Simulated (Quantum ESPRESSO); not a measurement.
# NbTi2O5F3: input and log of a self-consistent run

Simulated, not a measurement. The program is pw.x of Quantum ESPRESSO 7.5 (plane-wave density functional theory). The cell is made up: 11 atoms on a fluorite lattice with one site empty, with randomly drawn elements, strain and displacements, not relaxed. PseudoDojo standard norm-conserving files (v0.5 for PBE, v0.4.1 for LDA and PBEsol) set the functional; there is no spin polarisation, spin-orbit coupling or dispersion term, and the masses in the input are unused placeholders.

Input:

```
&control calculation='scf', pseudo_dir='./dojo.nc.sr.pbe.v0_5.standard.upf', outdir='./o', disk_io='low', tprnfor=.true., tstress=.true. /
&system ibrav=0, nat=11, ntyp=4, nbnd=50, ecutwfc=107.82251126, nosym=.true., tot_charge=0,
 occupations='smearing', smearing='fd', degauss=0.0018374661
/
&electrons conv_thr=7.350e-09, electron_maxstep=60, /
ATOMIC_SPECIES
F 1.0 F.upf
Nb 1.0 Nb.upf
O 1.0 O.upf
Ti 1.0 Ti.upf
CELL_PARAMETERS angstrom
4.8453 0.0 0.0
0.0 4.8453 0.0
0.0 0.0 4.8453
ATOMIC_POSITIONS angstrom
Nb 0.0304 2.481 2.4149
Ti 2.5371 0.0341 2.3347
Ti 2.3458 2.2785 0.0345
O 1.2155 1.1887 1.2402
O 1.2804 1.2189 3.6178
F 1.2141 3.6642 1.1266
F 1.254 3.6864 3.5638
O 3.6919 1.2427 1.3047
O 3.7147 1.1425 3.6118
O 3.6644 3.6268 1.2256
F 3.6679 3.623 3.6451
K_POINTS automatic
7 7 7 1 1 1
```

The log is shortened where brackets say so; the opening notice, blank lines, dates and the lines on written files are dropped, and the path of the files is cut. It prints rydbergs, bohrs and kilobars, and counts compression as positive stress. With no partly filled state, the Fermi energy that it prints is only some level between the filled and the empty states on the mesh, and need not lie in the true gap.

```
     Program PWSCF v.7.5
     Parallel version (MPI & OpenMP), running on       4 processor cores
     Number of MPI processes:                 4
     Threads/MPI process:                     1
     [start-up lines left out]
     bravais-lattice index     =            0
     lattice parameter (alat)  =       9.1563  a.u.
     unit-cell volume          =     767.6418 (a.u.)^3
     number of atoms/cell      =           11
     number of atomic types    =            4
     number of electrons       =        88.00
     number of Kohn-Sham states=           50
     kinetic-energy cutoff     =     107.8225  Ry
     charge density cutoff     =     431.2900  Ry
     scf convergence threshold =      7.3E-09
     mixing beta               =       0.7000
     number of iterations used =            8  plain     mixing
     Exchange-correlation= PBE
                           (   1   4   3   4   0   0   0)
     [axes and pseudopotential details left out]
   Cartesian axes
     site n.     atom                  positions (alat units)
         1        Nb     tau(   1) = (   0.0062741   0.5120426   0.4984005  )
         2        Ti     tau(   2) = (   0.5236208   0.0070377   0.4818484  )
         3        Ti     tau(   3) = (   0.4841393   0.4702495   0.0071203  )
         4        O      tau(   4) = (   0.2508617   0.2453305   0.2559594  )
         5        O      tau(   5) = (   0.2642561   0.2515634   0.7466617  )
         6        F      tau(   6) = (   0.2505727   0.7562380   0.2325140  )
         7        F      tau(   7) = (   0.2588075   0.7608198   0.7355169  )
         8        O      tau(   8) = (   0.7619549   0.2564753   0.2692713  )
         9        O      tau(   9) = (   0.7666605   0.2357955   0.7454234  )
        10        O      tau(  10) = (   0.7562793   0.7485192   0.2529462  )
        11        F      tau(  11) = (   0.7570016   0.7477349   0.7522960  )
     number of k points=   172  Fermi-Dirac smearing, width (Ry)=  0.0018
     Number of k-points >= 100: set verbosity='high' to print them.
     Dense  grid:   116129 G-vectors     FFT dimensions: (  64,  64,  64)
     Estimated max dynamical RAM per process >     650.63 MB
     Estimated total dynamical RAM >       2.46 GB
     Initial potential from superposition of free atoms
     starting charge      87.9945, renormalised to      88.0000
     Starting wfcs are   62 randomized atomic wfcs
     total cpu time spent up to now is       16.6 secs
     per-process dynamical memory:   587.5 Mb
     Self-consistent Calculation
     iteration #  1     ecut=   107.82 Ry     beta= 0.70
     Davidson diagonalization with overlap
     ethr =  1.00E-02,  avg # of iterations =  2.0
     total cpu time spent up to now is       48.6 secs
     total energy              =    -672.78436289 Ry
     estimated scf accuracy    <       5.82814117 Ry
     iteration #  2     ecut=   107.82 Ry     beta= 0.70
     Davidson diagonalization with overlap
     ethr =  6.62E-03,  avg # of iterations =  9.1
     total cpu time spent up to now is      113.5 secs
     total energy              =    -664.61629217 Ry
     estimated scf accuracy    <      95.34821098 Ry
     iteration #  3     ecut=   107.82 Ry     beta= 0.70
     Davidson diagonalization with overlap
     ethr =  6.62E-03,  avg # of iterations =  7.4
     total cpu time spent up to now is      168.4 secs
     total energy              =    -676.05489228 Ry
     estimated scf accuracy    <       2.02230209 Ry
     iteration #  4     ecut=   107.82 Ry     beta= 0.70
     Davidson diagonalization with overlap
     ethr =  2.30E-03,  avg # of iterations =  2.5
     total cpu time spent up to now is      199.6 secs
     total energy              =    -676.14696715 Ry
     estimated scf accuracy    <       1.10183880 Ry
     iteration #  5     ecut=   107.82 Ry     beta= 0.70
     Davidson diagonalization with overlap
     ethr =  1.25E-03,  avg # of iterations =  1.1
     total cpu time spent up to now is      228.5 secs
     total energy              =    -675.96394641 Ry
     estimated scf accuracy    <       0.77500522 Ry
     [iterations 6 to 18 left out]
     iteration # 19     ecut=   107.82 Ry     beta= 0.70
     Davidson diagonalization with overlap
     ethr =  9.35E-10,  avg # of iterations =  1.8
     total cpu time spent up to now is      782.6 secs
     total energy              =    -676.04541175 Ry
     estimated scf accuracy    <       0.00000035 Ry
     iteration # 20     ecut=   107.82 Ry     beta= 0.70
     Davidson diagonalization with overlap
     ethr =  3.95E-10,  avg # of iterations =  3.4
     total cpu time spent up to now is      815.6 secs
     total energy              =    -676.04541177 Ry
     estimated scf accuracy    <       0.00000014 Ry
     iteration # 21     ecut=   107.82 Ry     beta= 0.70
     Davidson diagonalization with overlap
     ethr =  1.55E-10,  avg # of iterations =  3.9
     total cpu time spent up to now is      848.5 secs
     total energy              =    -676.04541177 Ry
     estimated scf accuracy    <       0.00000010 Ry
     iteration # 22     ecut=   107.82 Ry     beta= 0.70
     Davidson diagonalization with overlap
     ethr =  1.09E-10,  avg # of iterations =  3.6
     total cpu time spent up to now is      880.9 secs
     total energy              =    -676.04541177 Ry
     estimated scf accuracy    <       0.00000004 Ry
     iteration # 23     ecut=   107.82 Ry     beta= 0.70
     Davidson diagonalization with overlap
     ethr =  4.27E-11,  avg # of iterations =  5.3
     total cpu time spent up to now is      919.8 secs
     End of self-consistent calculation
     Number of k-points >= 100: set verbosity='high' to print the bands.
     the Fermi energy is    10.5411 ev
!    total energy              =    -676.04541178 Ry
     estimated scf accuracy    <          4.2E-09 Ry
     smearing contrib. (-TS)   =      -0.00000001 Ry
     internal energy E=F+TS    =    -676.04541177 Ry
     The total energy is F=E-TS. E is the sum of the following terms:
     one-electron contribution =    -209.79154339 Ry
     hartree contribution      =     154.03774996 Ry
     xc contribution           =    -135.76314569 Ry
     ewald contribution        =    -484.52847266 Ry
     convergence has been achieved in  23 iterations
     Forces acting on atoms (cartesian axes, Ry/au):
     atom    1 type  2   force =    -0.10841503   -0.19284512   -0.04226717
     atom    2 type  4   force =     0.08174643    0.15272664   -0.02069036
     atom    3 type  4   force =     0.04414182   -0.14522175    0.00735566
     atom    4 type  3   force =     0.05065231    0.06385671    0.00973770
     atom    5 type  3   force =     0.03880738    0.08302253    0.00710254
     atom    6 type  1   force =     0.01754175   -0.01323143   -0.00027424
     atom    7 type  1   force =     0.01587549   -0.00584078   -0.00059593
     atom    8 type  3   force =    -0.05971626    0.01988629   -0.02528483
     atom    9 type  3   force =    -0.03142475    0.06293422   -0.00936359
     atom   10 type  3   force =    -0.03302373   -0.01546014    0.06139861
     atom   11 type  1   force =    -0.01618541   -0.00982718    0.01288160
     Total force =     0.368069     Total SCF correction =     0.000163
     Computing stress (Cartesian axis) and pressure
          total   stress  (Ry/bohr**3)                   (kbar)     P=       -1.26
  -0.00005419   0.00016387  -0.00016016           -7.97       24.11      -23.56
   0.00016387  -0.00009482  -0.00008510           24.11      -13.95      -12.52
  -0.00016016  -0.00008510   0.00012329          -23.56      -12.52       18.14
     init_run     :     15.08s CPU     15.74s WALL (       1 calls)
     electrons    :    899.18s CPU    903.17s WALL (       1 calls)
     forces       :      5.15s CPU      5.17s WALL (       1 calls)
     stress       :     17.50s CPU     18.05s WALL (       1 calls)
     [timing details left out]
     PWSCF        :  15m37.89s CPU  15m43.22s WALL
     JOB DONE.
```

In other units: free energy -9198.066 eV for the cell, pressure -0.13 GPa, largest force component 4.958 eV/Å. This run is the check on a run of the same cell at a cutoff of 1143 eV and k mesh 5 x 5 x 5: rerunning at a cutoff of 1467 eV and k mesh 7 x 7 x 7 moved values by no more than 0.003 eV in energy, 0.05 GPa in stress and 0.003 eV/Å in force.